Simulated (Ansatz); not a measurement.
Data:

HfO2:
```cif
data_Hf2O4
_chemical_formula_sum 'Hf2 O4'
_space_group_name_H-M_alt 'P42/nmc :1'
_space_group_IT_number 137
_space_group_name_Hall 'P 4n 2n -1n'
_cell_length_a 3.57702
_cell_length_b 3.57702
_cell_length_c 5.20363
_cell_angle_alpha 90.000
_cell_angle_beta 90.000
_cell_angle_gamma 90.000
loop_
_space_group_symop_operation_xyz
  'x, y, z'
  '-y+1/2, x+1/2, z+1/2'
  '-x, -y, z'
  'y+1/2, -x+1/2, z+1/2'
  'x+1/2, -y+1/2, -z+1/2'
  '-y, -x, -z'
  '-x+1/2, y+1/2, -z+1/2'
  'y, x, -z'
  '-x+1/2, -y+1/2, -z+1/2'
  'y, -x, -z'
  'x+1/2, y+1/2, -z+1/2'
  '-y, x, -z'
  '-x, y, z'
  'y+1/2, x+1/2, z+1/2'
  'x, -y, z'
  '-y+1/2, -x+1/2, z+1/2'
loop_
_atom_site_label
_atom_site_type_symbol
_atom_site_symmetry_multiplicity
_atom_site_Wyckoff_symbol
_atom_site_fract_x
_atom_site_fract_y
_atom_site_fract_z
_atom_site_occupancy
Hf1 Hf 2 a 0.00000 0.00000 0.00000 1
O1 O 4 d 0.00000 0.50000 0.19607 1
```

This is the r²SCAN-relaxed structure.

**Question.** All from r²SCAN in the plane-wave PAW code Ansatz, unless another level is named. Estimate the static dielectric constant ε0 (ions relaxed, cell fixed).

**Answer.** 175 (xx = yy), 16.7 (zz).

**Question.** What about the electronic dielectric constant ε∞ (DFPT)?

**Answer.** 4.89 (xx = yy), 4.42 (zz).

**Question.** And the Bader charges?

**Answer.** Hf +2.75, O -1.37 e.

**Question.** Next, the Born charges (a third of the trace)?

**Answer.** Hf +5.27, O -2.64 e.

Space group P4_2/nmc. This is a known high-temperature phase of the composition, computed here at zero pressure and temperature. The cell was relaxed with r²SCAN under the symmetry of its start; whether a distortion lowers the energy is not shown. The run is not spin-polarised. Scalar-relativistic: spin–orbit coupling is off unless named, which matters more the heavier the elements.

Potentials: the earlier of the program's two PAW sets. The files were generated under PBE; for other functionals the program regenerates the frozen cores, and for LDA and PBEsol the local potential too.
